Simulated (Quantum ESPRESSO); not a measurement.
Al3ZnAs3S, input and log of a self-consistent run

Simulated, not a measurement. The program is pw.x of Quantum ESPRESSO 7.5 (plane-wave density functional theory). The cell is made up: 8 atoms on a zincblende/diamond lattice, with randomly drawn elements, strain and displacements, not relaxed. PseudoDojo standard norm-conserving files (v0.5 for PBE, v0.4.1 for LDA and PBEsol) set the functional; there is no spin polarisation, spin-orbit coupling or dispersion term, and the masses in the input are unused placeholders.

Input:

```
&control calculation='scf', pseudo_dir='./dojo.nc.sr.pbe.v0_5.standard.upf', outdir='./o', disk_io='medium', tprnfor=.true., tstress=.true. /
&system ibrav=0, nat=8, ntyp=4, nbnd=46, ecutwfc=84.00895049, nosym=.true., tot_charge=0,
 occupations='smearing', smearing='fd', degauss=0.0018374661
/
&electrons conv_thr=7.350e-09, electron_maxstep=60, /
ATOMIC_SPECIES
Al 1.0 Al.upf
As 1.0 As.upf
S 1.0 S.upf
Zn 1.0 Zn.upf
CELL_PARAMETERS angstrom
5.6552 -0.0993 0.089
-0.0993 5.7371 -0.052
0.089 -0.052 5.68
ATOMIC_POSITIONS angstrom
Al -0.0076 -0.0029 0.012
Al 0.0018 2.8459 2.7866
Zn 2.8216 -0.0934 2.8713
Al 2.7841 2.8066 -0.0163
As 1.4671 1.3963 1.43
S 1.4015 4.2517 4.2721
As 4.2774 1.302 4.3142
As 4.1746 4.2073 1.4815
K_POINTS automatic
4 4 4 1 1 1
```

The log is shortened where brackets say so; the opening notice, blank lines, dates and the lines on written files are dropped, and the path of the files is cut. It prints rydbergs, bohrs and kilobars, and counts compression as positive stress. With no partly filled state, the Fermi energy that it prints is only some level between the filled and the empty states on the mesh, and need not lie in the true gap.

```
     Program PWSCF v.7.5
     Parallel version (MPI & OpenMP), running on       1 processor cores
     Number of MPI processes:                 1
     Threads/MPI process:                     1
     [start-up lines left out]
     bravais-lattice index     =            0
     lattice parameter (alat)  =      10.6897  a.u.
     unit-cell volume          =    1242.8316 (a.u.)^3
     number of atoms/cell      =            8
     number of atomic types    =            4
     number of electrons       =        80.00
     number of Kohn-Sham states=           46
     kinetic-energy cutoff     =      84.0090  Ry
     charge density cutoff     =     336.0358  Ry
     scf convergence threshold =      7.3E-09
     mixing beta               =       0.7000
     number of iterations used =            8  plain     mixing
     Exchange-correlation= PBE
                           (   1   4   3   4   0   0   0)
     [axes and pseudopotential details left out]
   Cartesian axes
     site n.     atom                  positions (alat units)
         1        Al     tau(   1) = (  -0.0013435  -0.0005127   0.0021214  )
         2        Al     tau(   2) = (   0.0003182   0.5030961   0.4926131  )
         3        Zn     tau(   3) = (   0.4988004  -0.0165112   0.5075863  )
         4        Al     tau(   4) = (   0.4921712   0.4961487  -0.0028815  )
         5        As     tau(   5) = (   0.2593529   0.2468369   0.2527944  )
         6        S      tau(   6) = (   0.2477561   0.7516124   0.7552187  )
         7        As     tau(   7) = (   0.7561556   0.2301666   0.7626611  )
         8        As     tau(   8) = (   0.7379827   0.7437634   0.2618985  )
     number of k points=    32  Fermi-Dirac smearing, width (Ry)=  0.0018
                       cart. coord. in units 2pi/alat
        k(    1) = (   0.1253102   0.1265398   0.1236838), wk =   0.0625000
        k(    2) = (   0.1214290   0.1287300   0.3727423), wk =   0.0625000
     [further k points left out]
     Dense  grid:   129257 G-vectors     FFT dimensions: (  64,  64,  64)
     Estimated max dynamical RAM per process >     182.18 MB
     Initial potential from superposition of free atoms
     starting charge      79.9918, renormalised to      80.0000
     Starting wfcs are   53 randomized atomic wfcs
     total cpu time spent up to now is       16.5 secs
     per-process dynamical memory:   101.8 Mb
     Self-consistent Calculation
     iteration #  1     ecut=    84.01 Ry     beta= 0.70
     Davidson diagonalization with overlap
     ethr =  1.00E-02,  avg # of iterations =  3.8
     Threshold (ethr) on eigenvalues was too large:
     Diagonalizing with lowered threshold
     Davidson diagonalization with overlap
     ethr =  4.28E-04,  avg # of iterations =  2.4
     total cpu time spent up to now is       97.4 secs
     total energy              =   -1090.60310846 Ry
     estimated scf accuracy    <       0.34189294 Ry
     iteration #  2     ecut=    84.01 Ry     beta= 0.70
     Davidson diagonalization with overlap
     ethr =  4.27E-04,  avg # of iterations =  4.6
     total cpu time spent up to now is      128.2 secs
     total energy              =   -1090.67063723 Ry
     estimated scf accuracy    <       0.11722286 Ry
     iteration #  3     ecut=    84.01 Ry     beta= 0.70
     Davidson diagonalization with overlap
     ethr =  1.47E-04,  avg # of iterations =  2.2
     total cpu time spent up to now is      153.8 secs
     total energy              =   -1090.69889408 Ry
     estimated scf accuracy    <       0.01124421 Ry
     iteration #  4     ecut=    84.01 Ry     beta= 0.70
     Davidson diagonalization with overlap
     ethr =  1.41E-05,  avg # of iterations =  8.9
     total cpu time spent up to now is      184.5 secs
     total energy              =   -1090.70189258 Ry
     estimated scf accuracy    <       0.00175497 Ry
     iteration #  5     ecut=    84.01 Ry     beta= 0.70
     Davidson diagonalization with overlap
     ethr =  2.19E-06,  avg # of iterations =  4.0
     total cpu time spent up to now is      208.0 secs
     total energy              =   -1090.70217682 Ry
     estimated scf accuracy    <       0.00008021 Ry
     iteration #  6     ecut=    84.01 Ry     beta= 0.70
     Davidson diagonalization with overlap
     ethr =  1.00E-07,  avg # of iterations =  3.5
     total cpu time spent up to now is      239.4 secs
     total energy              =   -1090.70219962 Ry
     estimated scf accuracy    <       0.00000821 Ry
     iteration #  7     ecut=    84.01 Ry     beta= 0.70
     Davidson diagonalization with overlap
     ethr =  1.03E-08,  avg # of iterations =  3.2
     total cpu time spent up to now is      282.4 secs
     total energy              =   -1090.70220192 Ry
     estimated scf accuracy    <       0.00000260 Ry
     iteration #  8     ecut=    84.01 Ry     beta= 0.70
     Davidson diagonalization with overlap
     ethr =  3.25E-09,  avg # of iterations =  2.0
     total cpu time spent up to now is      318.7 secs
     total energy              =   -1090.70220227 Ry
     estimated scf accuracy    <       0.00000027 Ry
     iteration #  9     ecut=    84.01 Ry     beta= 0.70
     Davidson diagonalization with overlap
     ethr =  3.32E-10,  avg # of iterations =  2.8
     total cpu time spent up to now is      364.2 secs
     total energy              =   -1090.70220234 Ry
     estimated scf accuracy    <       0.00000002 Ry
     iteration # 10     ecut=    84.01 Ry     beta= 0.70
     Davidson diagonalization with overlap
     ethr =  1.95E-11,  avg # of iterations =  4.0
     total cpu time spent up to now is      434.7 secs
     End of self-consistent calculation
          k = 0.1253 0.1265 0.1237 ( 16191 PWs)   bands (ev):
  -119.0095 -73.1754 -73.1633 -73.1579 -28.0448 -28.0365 -28.0339 -28.0289
   -28.0235 -28.0172 -28.0088 -28.0081 -28.0003 -27.9964 -27.9958 -27.9919
   -27.9696 -27.9551 -27.9517  -6.9484  -4.6124  -3.5293  -3.4434  -0.1098
    -0.0711  -0.0344   0.0163   0.0438   0.9677   1.0616   1.3929   2.8926
     3.2362   3.8468   3.9750   4.3266   4.6927   5.1608   5.9899   6.1836
     7.8835   8.3209   8.5303   8.8851   9.4564   9.5029
     [levels at the other k points left out]
     the Fermi energy is     7.2814 ev
!    total energy              =   -1090.70220234 Ry
     estimated scf accuracy    <          6.4E-09 Ry
     smearing contrib. (-TS)   =      -0.00000000 Ry
     internal energy E=F+TS    =   -1090.70220234 Ry
     The total energy is F=E-TS. E is the sum of the following terms:
     one-electron contribution =    -873.41865152 Ry
     hartree contribution      =     462.37953070 Ry
     xc contribution           =    -200.18035368 Ry
     ewald contribution        =    -479.48272784 Ry
     convergence has been achieved in  10 iterations
     Forces acting on atoms (cartesian axes, Ry/au):
     atom    1 type  1   force =    -0.00418078    0.01220817    0.00037230
     atom    2 type  1   force =    -0.00472831   -0.00157311    0.00008800
     atom    3 type  4   force =     0.01268266    0.01279744   -0.00313126
     atom    4 type  1   force =     0.00808417    0.01022833    0.00470239
     atom    5 type  2   force =    -0.01465823   -0.00576613    0.00323557
     atom    6 type  3   force =    -0.00905787   -0.01524044    0.00403694
     atom    7 type  2   force =     0.00883056   -0.00740071   -0.00537845
     atom    8 type  2   force =     0.00302781   -0.00525355   -0.00392549
     Total force =     0.039001     Total SCF correction =     0.000375
     Computing stress (Cartesian axis) and pressure
          total   stress  (Ry/bohr**3)                   (kbar)     P=      -10.41
  -0.00005154   0.00011070  -0.00014608           -7.58       16.28      -21.49
   0.00011070  -0.00009854   0.00004052           16.28      -14.50        5.96
  -0.00014608   0.00004052  -0.00006211          -21.49        5.96       -9.14
     init_run     :     15.52s CPU     16.37s WALL (       1 calls)
     electrons    :    402.60s CPU    418.37s WALL (       1 calls)
     forces       :      8.86s CPU      8.98s WALL (       1 calls)
     stress       :     31.09s CPU     31.27s WALL (       1 calls)
     [timing details left out]
     PWSCF        :   7m38.58s CPU   7m56.50s WALL
     JOB DONE.
```

In other units: free energy -14839.759 eV for the cell, pressure -1.04 GPa, largest force component 0.392 eV/Å. A rerun of the same cell at another strain at 1437 eV and a 6 x 6 x 6 mesh moved values by no more than 0.007 eV in energy, 0.02 GPa in stress and 0.002 eV/Å in force.